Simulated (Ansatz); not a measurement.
# K$_{3}$NaSe$_{2}$O$_{8}$ in Ansatz, relaxation

Launch command:

```bash
ansatz run input.yaml --threads 2 --pin off --max-ram 2560MiB --backend cpu --events-out ev --progress --plain --runs-dir out
```

Input:

```yaml
crystal:
  lattice:
    - [2.871714, 4.973953, 0.0]
    - [-2.871714, 4.973953, 0.0]
    - [0.0, 0.0, 7.390488]
  atoms:
    - { symbol: K, position: [0.0, 0.0, 0.0] }
    - { symbol: Na, position: [0.0, 0.0, 0.5] }
    - { symbol: K, position: [0.66667, 0.66666, 0.6831] }
    - { symbol: K, position: [0.33333, 0.33334, 0.3169] }
    - { symbol: Se, position: [0.66667, 0.66666, 0.2338] }
    - { symbol: Se, position: [0.33333, 0.33334, 0.7662] }
    - { symbol: O, position: [0.66667, 0.66666, 0.0316] }
    - { symbol: O, position: [0.33333, 0.33334, 0.9684] }
    - { symbol: O, position: [0.8073, 0.3854, 0.3018] }
    - { symbol: O, position: [0.8073, 0.8073, 0.3018] }
    - { symbol: O, position: [0.3854, 0.8073, 0.3018] }
    - { symbol: O, position: [0.1927, 0.6146, 0.6982] }
    - { symbol: O, position: [0.6146, 0.1927, 0.6982] }
    - { symbol: O, position: [0.1927, 0.1927, 0.6982] }
  symmetry: { tolerance: 0.0003 }
kpoints:
  mp_grid: { grid: [6, 6, 4], shift: [0, 0, 0] }
magnetization:
  spin_polarized: false
scf:
  occupations: { method: fermi_dirac }
  lower_state_search: "off"
hamiltonian:
  pseudopotentials: { kind: paw }
  xc: pbesol
basis:
  ecutwfc: 420
  fft_grid_basis: typed
relax:
  max_steps: 80
  f_tol: 0.03
output:
  forces: true
  stress: true
  eigenvalues: true
  bader: false
  populations: true
  elf: true
  write_potential: true
  volumetric_format: npy
  dos:
    e_range: [-12, 8]
    de: 0.05
    projected: { site_lists: { K: [K], Na: [Na], O: [O], Se: [Se] } }
  write_density: true
checkpoint:
  read: saved_state
```

Origin of the cell: a known structure type with other elements, at an estimated volume, so it need not be a known compound.

The smearing width isn't typed, so it takes its default of 0.1 eV.

The saved state is a converged single point of the same cell.

Steps:

| step | ΔF (meV/atom) | max force component (eV/Å) | SCF iterations | step was |
| --- | --- | --- | --- | --- |
| 1 | 0.0 | 10.948 | 6 | accepted |
| 2 | -369.6 | 3.831 | 7 | accepted |
| 3 | -445.6 | 0.857 | 6 | accepted |
| 4 | -451.4 | 0.317 | 6 | accepted |
| 5 | -451.6 | 0.032 | 5 | accepted |
| 6 | -451.6 | 0.010 | 6 | accepted |

The starting structure.

Space group P-3m1 (No. 164); the run's cell has a = 5.743 Å, b = 5.743 Å, c = 7.390 Å, α = 90.00°, β = 90.00°, γ = 60.00°. Shortest distances: O–Se 1.49 Å, Na–O 2.41 Å, O–O 2.42 Å, K–O 2.58 Å, K–Se 3.32 Å, K–Na 3.58 Å.

After:

Space group P-3m1 (No. 164); the run's cell has a = 5.743 Å, b = 5.743 Å, c = 7.390 Å, α = 90.00°, β = 90.00°, γ = 60.00°. Shortest distances: O–Se 1.63 Å, Na–O 2.31 Å, K–O 2.50 Å, O–O 2.68 Å, K–Se 3.25 Å, K–Na 3.52 Å.

```
CELL_PARAMETERS angstrom
2.87171 4.97395 0.00000
-2.87171 4.97395 0.00000
0.00000 0.00000 7.39049
ATOMIC_POSITIONS crystal
K 0.00000 0.00000 0.00000
Na 0.00000 0.00000 0.50000
K 0.66667 0.66667 0.65786
K 0.33333 0.33333 0.34214
Se 0.66667 0.66667 0.21762
Se 0.33333 0.33333 0.78238
O 0.66667 0.66667 0.99660
O 0.33333 0.33333 0.00340
O 0.82197 0.35606 0.29964
O 0.82197 0.82197 0.29964
O 0.35606 0.82197 0.29964
O 0.17803 0.64394 0.70036
O 0.64394 0.17803 0.70036
O 0.17803 0.17803 0.70036
```

| Property | Result |
| --- | --- |
| Free energy lowered by | 451.6 meV/atom |
| Final pressure | 1.86 GPa |
| Relaxation steps listed | 6 |
| Gap on the mesh | 3.91 eV |

Caveats: the SCF threshold is looser than advised for a stress; the given cell is far from equilibrium, with atoms too close or a volume far off; the relaxation held the start's symmetry, so the end may be a saddle point.

It ran for 93 s on 2 threads of Intel(R) Xeon(R) Platinum 8488C (Sapphire Rapids) (shared host), peak memory 0.77 GiB, from a saved density.
